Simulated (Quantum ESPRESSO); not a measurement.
BaS has the cubic space group Fm-3m (No. 225), the rock salt structure, Pearson symbol cF8. Lattice parameters: a = 6.456 Å, b = 6.456 Å, c = 6.456 Å, α = 90.00°, β = 90.00°, γ = 90.00°. S on 4b has 6 Ba at 3.228 Å (octahedral). Ba on 4a sees 6 S at 3.228 Å (octahedral). (Neighbours: up to the widest gap in distance over summed covalent radii, below 1.35, at either atom; cation-cation contacts left out.)
(The calculation used a cell of 2 atoms; values per cell refer to that cell.)

The PBEsol cell relaxed from Materials Project entry mp-1500 was given an isotropic strain of +2 % on all lattice vectors, and the atoms were relaxed again.

### Question
What does PBEsol (Quantum ESPRESSO, PseudoDojo norm-conserving, 57 Ry, no spin-orbit coupling) give for the electronic structure near the Fermi level?

### Answer
The PBEsol gap is indirect, 2.13 eV, from Γ to X; the smallest direct gap is 2.26 eV.
